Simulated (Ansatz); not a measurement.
# Magnetic orders of MoPt3

All numbers below come from DFT PBEsol, scalar-relativistic, plane waves, PAW (Ansatz).

```
Mo Pt
1.0
     3.97952    0.00000    0.00000
     0.00000    3.97952    0.00000
     0.00000    0.00000    3.97952
Mo Pt
1 3
Direct
  0.00000 0.00000 0.00000
  0.50000 0.50000 0.00000
  0.50000 0.00000 0.50000
  0.00000 0.50000 0.50000
```

```json
{"plane-wave cutoff": "420 eV", "Γ-centred k-mesh": "10×10×10", "occupation rule": "Gaussian smearing, 0.1 eV", "list of starting moments (μB, in atom order)": "1 0 0 0", "check for lower electronic states after the SCF": "off"}
```

All runs keep this geometry, which isn't relaxed for the lowest state (largest force there 0.000 eV/Å, pressure -11.0 GPa) and needn't be a stable compound; relaxing each order would shift the differences by some 10 meV/atom, going by the pressures and a bulk modulus of about 150 GPa. A propagation vector, in units of the reciprocal vectors, doubles the cell, which takes an equally dense mesh. The large starts are 2.5 0 0 0 μB. The small starts are 0.5 0 0 0 μB. Site moments are spin moments in atom-centred spheres that scale with the neighbour distance. The states are those that the runs reached from these starts; a lower one can exist.

**Question.** Starts tried: no spin; ferromagnetic; large parallel starting moments; antiferromagnetic, doubled cell, propagation vector (0, 0, 1/2); antiferromagnetic, doubled cell, propagation vector (0, 1/2, 1/2); antiferromagnetic, doubled cell, propagation vector (1/2, 1/2, 1/2); small parallel starting moments. Which state comes out lowest, and what are the moments?

**Answer.** The lowest state is ferromagnetic, reached from the start “ferromagnetic” and the start “large parallel starting moments” and the start “small parallel starting moments”, with site moments (μB) Mo +1.25, Pt +0.12 (×3).

| start | ends | energy above lowest (meV/atom) | site moments (μB) | gap on mesh (eV) | P (GPa) |
| --- | --- | --- | --- | --- | --- |
| no spin | non-magnetic | 15.0 | none over 0.05 | metal | -12.6 |
| ferromagnetic | ferromagnetic | 0.00 | Mo +1.25, Pt +0.12 (×3) | metal | -11.0 |
| large parallel starting moments | ferromagnetic | 0.00 | Mo +1.25, Pt +0.12 (×3) | metal | -11.0 |
| antiferromagnetic, doubled cell, propagation vector (0, 0, 1/2) | antiferromagnetic | 14.8 | Mo +0.22, Mo -0.22 | metal | -12.6 |
| antiferromagnetic, doubled cell, propagation vector (0, 1/2, 1/2) | non-magnetic | 15.0 | none over 0.05 | metal | -12.6 |
| antiferromagnetic, doubled cell, propagation vector (1/2, 1/2, 1/2) | antiferromagnetic | 9.38 | Mo +1.04, Mo -1.04 | metal | -11.4 |
| small parallel starting moments | ferromagnetic | 0.00 | Mo +1.25, Pt +0.12 (×3) | metal | -11.0 |

Cost: 7 runs of about 6.8 core-minutes in all, on Arm Neoverse V1 (shared hosts).